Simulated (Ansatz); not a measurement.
Simulated powder pattern, Co Kα, λ = 1.79026 Å (kinematic, ideal powder, no thermal factors, no anomalous dispersion; the 30 strongest lines at most, above 1 %, up to 2θ = 90°):

```csv
2θ (°),d (Å),I/Imax (%)
15.33,6.710,19
30.95,3.355,11
36.94,2.825,21
37.78,2.765,20
44.02,2.389,100
47.19,2.237,14
48.94,2.161,10
61.39,1.754,13
66.56,1.631,23
68.70,1.586,11
68.77,1.585,2.0
75.21,1.467,6.4
78.64,1.413,2.7
79.16,1.405,2.5
83.29,1.347,17
83.68,1.342,2.1
85.50,1.319,10
85.56,1.318,16
86.87,1.302,1.9
```

The pattern belongs to a structure relaxed with r²SCAN in the plane-wave PAW code Ansatz.

**Question.** Pick the material that matches.
A) Zr2SiN, P6_3/mmc (Zr on 4f, Si on 2d, N on 2a)
B) SiGe, I-4m2 (Pearson symbol tI20)
C) Sc3Si5, P-62c (Sc on 6g, Si on 6h, Si on 2b, Si on 2d)
D) SrHfN2, Pna2_1 (Sr on 4a, Hf on 4a, N on 4a, N on 4a)

**Answer.** A, Zr2SiN, P6_3/mmc (Zr on 4f, Si on 2d, N on 2a)

**Question.** Give the lattice parameters.

**Answer.** a = 3.262 Å, c = 13.419 Å.

The start of the workflow was typed in or built on a structure type; neither database checked (COD, Materials Project) lists it. Whether it is the stable phase at ambient conditions was not checked. The cell was relaxed with r²SCAN under the symmetry of its start; its stability against distortions is not shown here. The run is not spin-polarised.

Potentials: the earlier of the program's two PAW sets.
